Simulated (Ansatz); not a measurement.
Space group P6_3/mmc (No. 194). a = 3.055 Å, b = 3.055 Å, c = 13.718 Å, α = 90.00°, β = 90.00°, γ = 120.00°
| atom | site | symmetry | x | y | z |
| --- | --- | --- | --- | --- | --- |
| Ti | 4f | 3m. | 0.3333 | 0.6667 | 0.0835 |
| Al | 2d | -6m2 | 0.3333 | 0.6667 | 0.7500 |
| C | 2a | -3m. | 0.0000 | 0.0000 | 0.0000 |

Equation of state of this Ti2AlC structure (not necessarily the ground state), with shape and atoms relaxed at each volume where symmetry leaves them free. It has no gap at any of these volumes. These are results of DFT r2SCAN, scalar-relativistic, plane waves, PAW (Ansatz 0.2.0), not measurements.

Settings: cutoff 500 eV, Γ-centred mesh 12×12×4 on the computed 8-atom cell, Gaussian smearing of 0.10 eV; no spin polarisation.

```tsv
V (Å³/atom)	E − E(largest V) (meV/atom)	P (GPa)
13.026	5.34	10.31
13.442	-14.12	4.77
13.858	-20.27	0.02
14.273	-15.01	-4.05
14.689	0.00	-7.50
```

Problem. Fit a third-order Birch–Murnaghan equation to E(V).

Solution. V0 = 13.86 Å³/atom, B0 = 146 GPa, B0' = 4.2.